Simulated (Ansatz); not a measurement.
A window passes light between its electronic edge and the onset of multiphonon absorption; heavy ions push the second out, at a cost in hardness.

The reference row is sapphire. The long-wave limit is put at 2 times the highest longitudinal optical frequency, where two-phonon absorption ends; thick plates already absorb at somewhat shorter wavelengths.

Where the numbers come from (Ansatz, a plane-wave PAW program): gap: HSE06, on its own or a semilocal cell; ω_LO: LDA, linear response at the zone centre; ε∞: LDA, linear response, mean over directions (which differ by under 30 %). Cells of the HSE06 gaps: its own cell for sapphire, ZnInGaO4, monoclinic HfO2; the r²SCAN cell for TiO2 (C2/m, mS24); the PBEsol cell for SiO2 (Ama2, oS24).

Runs started from generated or typed cells of the structure named: sapphire (for some of its values). No claim is made that these are known or stable phases: TiO2 (C2/m, mS24); SiO2 (Ama2, oS24). Spin–orbit coupling is left out unless named; it moves the gap of ZnInGaO4, monoclinic HfO2 by under 0.05 eV.

Working rules: short edge = 1.2398 μm·eV/E_g; long limit = 10⁴/(2 ω_LO); octaves = log₂(long/short); Fresnel loss = ((n − 1)/(n + 1))², n = √ε∞.

```csv
crystal,E_g (eV),ω_LO (cm⁻¹),ε∞,short-wave edge (μm),long-wave limit (μm),octaves,loss per surface (%)
"sapphire (α-Al2O3), reference",8.16,898,3.23,0.1519,5.568,5.2,8.1
"TiO2 (C2/m, mS24)",4.38,1032,6.09,(withheld),(withheld),(withheld),(withheld)
ZnInGaO4 (R3m),3.03,659,4.49,0.4092,7.587,4.2,12.9
"SiO2 (Ama2, oS24)",7.48,1242,2.23,(withheld),(withheld),(withheld),(withheld)
monoclinic HfO2,5.72,809,4.98,0.2167,6.180,4.8,14.5
```

Question: What belongs in the gaps?

Answer: 
- TiO2 (C2/m, mS24): short-wave edge: 1.2398/4.38 = 0.2831 μm; long-wave limit: 10⁴/(2 × 1032) = 4.845 μm; octaves: log₂(4.845/0.2831) = 4.1; loss per surface: 100 × ((√6.09 − 1)/(√6.09 + 1))² = 17.9 %.
- SiO2 (Ama2, oS24): short-wave edge: 1.2398/7.48 = 0.1657 μm; long-wave limit: 10⁴/(2 × 1242) = 4.026 μm; octaves: log₂(4.026/0.1657) = 4.6; loss per surface: 100 × ((√2.23 − 1)/(√2.23 + 1))² = 3.9 %.

By long-wave limit (highest first): ZnInGaO4 (7.587 ± 0.23), monoclinic HfO2 (6.180 ± 0.19), sapphire (5.568 ± 0.17), TiO2 (C2/m, mS24) (4.845 ± 0.15), SiO2 (Ama2, oS24) (4.026 ± 0.12). The ± follows from allowances picked for this note (ω_LO 3 %), carried to first order and added in quadrature; ≈ joins neighbours closer than their two ± added in quadrature. 2 of the 4 others clearly beat the reference on this figure.

Stability in moist air and impurity bands are not computed, and an indirect edge absorbs weakly at first. ε∞ is the long-wavelength electronic value; dispersion raises indices towards the gap. HSE06 gaps come from coarse meshes and special points. Where several phases of a formula are at hand, those over 0.1 eV/atom above the lowest were not drawn (by r²SCAN where it compared them, else by the largest value; a layered or molecular lowest phase counts only with a dispersion term); other phases could lie lower still. Crystals of Pb, Bi, Tl or Hg, those whose gap spin–orbit coupling moves by over 0.3 eV, and those of Te, I or Sb with no such test at hand were not drawn. Each row is the phase named, which need not be the stable one under ambient conditions. Rows were sampled with a lean to familiar crystals, related or not, whatever their agreement with measurement; tables with many equal figures were not kept. Limits of the draw: gap over 1.2 eV, no hydrogen; for ε, a gap over 0.5 eV at its level, values under 300, no layered crystals; no unfamiliar magnets, and cubic perovskites only if shown or known to be stable. As a rule kept out of such tables: 4f compounds, open-shell compounds run without a Hubbard term, cells found unstable in the tests at hand, cells close to a higher symmetry, and runs set to a pressure or over 12 % in volume from the crystal's fullest run.
